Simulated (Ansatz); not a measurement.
Values for one crystal, relaxed and computed with PBEsol in the plane-wave PAW code Ansatz; other levels are named.

- Volume per atom = 8.88 Å³
- Electronic character = metallic (no gap)
- Poisson's ratio = 0.34
- Young's modulus = 271 GPa
- Density of states at the Fermi level = 0.92 states/eV per atom (mean over ±0.08 eV)
- Pressure derivative B′ = 4.3
- Mechanical stability = stable (all eigenvalues of C positive)

### Question
Pick the material that matches.
(A) HfGe, P-6m2 (Hf on 1a, Ge on 1f)
(B) V2N, P-31m (V on 6k, N on 1a, N on 2d)
(C) VO2, Pa-3 (V on 4a, O on 8c)
(D) ZnCdTeSe, R3m (Zn on 3a, Cd on 3a, Te on 3a, Se on 3a)

### Answer
C, VO2, Pa-3 (V on 4a, O on 8c)

The start of the workflow was typed in or built on a structure type; neither database checked (COD, Materials Project) lists it. COD files the formula under space group No. 10, 12, 14, 136, so this cell is another polymorph or a model. Its standing as an ambient phase is unchecked. The cell was relaxed with PBEsol under the symmetry of its start; its stability against distortions is not shown here. Magnetic state: ferromagnetic, chosen from 2 collinear starts compared on coarse meshes (ties went to the first, and starts can fall back to one state), not a proven ground state. The volume moved by -25 % from the start of the relaxation. No Hubbard U is applied. The compound may be a true metal, but semilocal functionals without U, or a wrong spin order, can also close a gap.

Potentials: the later of the program's two PAW sets.
